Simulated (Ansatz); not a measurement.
ZrTa in space group Pmma (No. 51; Ta on 2e, Zr on 2f) at seven volumes, PBE in the plane-wave PAW code Ansatz, shape and atoms relaxed at each. One row is withheld.

| V (Å³/atom) | P (GPa) |
|---|---|
| 18.841 | 13.64 |
| 19.462 | 8.44 |
| 20.083 | 3.91 |
| 20.704 | 0.00 |
| 21.325 | -3.34 |
| 21.946 | -6.19 |
| 22.567 | ? |

Task: Fit the shown pressures and predict the withheld one.

Result: Third-order Birch–Murnaghan: P = (3/2)B₀(x^(7/2) − x^(5/2))[1 + (3/4)(B′ − 4)(x − 1)] with x = (V₀/V)^(2/3). Least squares on the six rows gives V₀ = 20.708 Å³/atom, B₀ = 119.9 GPa, B′ = 3.96. At V = 22.567, x = 0.9443 and P = -8.70 GPa. The run itself gave -8.58 GPa.

The start of the workflow was typed in or built on a structure type; neither database checked (COD, Materials Project) lists it. Its standing as an ambient phase is unchecked. Symmetry was held in the PBE relaxation; its stability against distortions is not shown here. The run is not spin-polarised. Scalar-relativistic: spin–orbit coupling is off unless named, which matters more the heavier the elements.

Potentials: the later of the program's two PAW sets.
